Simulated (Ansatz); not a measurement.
Given:

Bi$_{2}$Te$_{3}$ (Bi2Te3 type, space group R-3m)

```cif
data_Bi6Te9
_chemical_formula_sum 'Bi6 Te9'
_space_group_name_H-M_alt 'R-3m :H'
_space_group_IT_number 166
_space_group_name_Hall '-R 3 2"'
_cell_length_a 4.38712
_cell_length_b 4.38712
_cell_length_c 30.28581
_cell_angle_alpha 90.000
_cell_angle_beta 90.000
_cell_angle_gamma 120.000
loop_
_atom_site_label
_atom_site_type_symbol
_atom_site_symmetry_multiplicity
_atom_site_Wyckoff_symbol
_atom_site_fract_x
_atom_site_fract_y
_atom_site_fract_z
_atom_site_occupancy
Bi1 Bi 6 c 0.00000 0.00000 0.40015 1
Te1 Te 3 a 0.00000 0.00000 0.00000 1
Te2 Te 6 c 0.00000 0.00000 0.20935 1
```
(The calculation used a cell of 5 atoms; values per cell refer to that cell.)

Equation-of-state scan: isotropic scaling of the cell above, V₀ being its volume. The atoms relax within the cell's symmetry.

Calculation: PBE-D3(BJ) (plane waves to 420 eV, PAW, scalar-relativistic; Ansatz, an electronic-structure program). k mesh 9×9×9 (Γ-centred), Fermi-Dirac smearing 0.05 eV. The energy includes the smearing's −TS. Compression counts positive. With the shape held, the modulus is that of even scaling; a crystal free to change shape is softer. Bi2Te3 was relaxed with its symmetry unable to fall. Spin-orbit coupling is left out, though Bi and Te are heavy. The zero of ΔE is the relaxed starting cell.

The scan covers V/V₀ from 0.840 to 1.160 in 9 points.

Task: What is the fitted pressure derivative B₀′?

Result: 6.8.

Task: What bulk modulus at fixed cell shape B₀ follows from a third-order Birch-Murnaghan fit?

Result: 36.8 GPa.

(Under strain, the slope of the energy per volume gives the stress and its curvature an elastic modulus.)
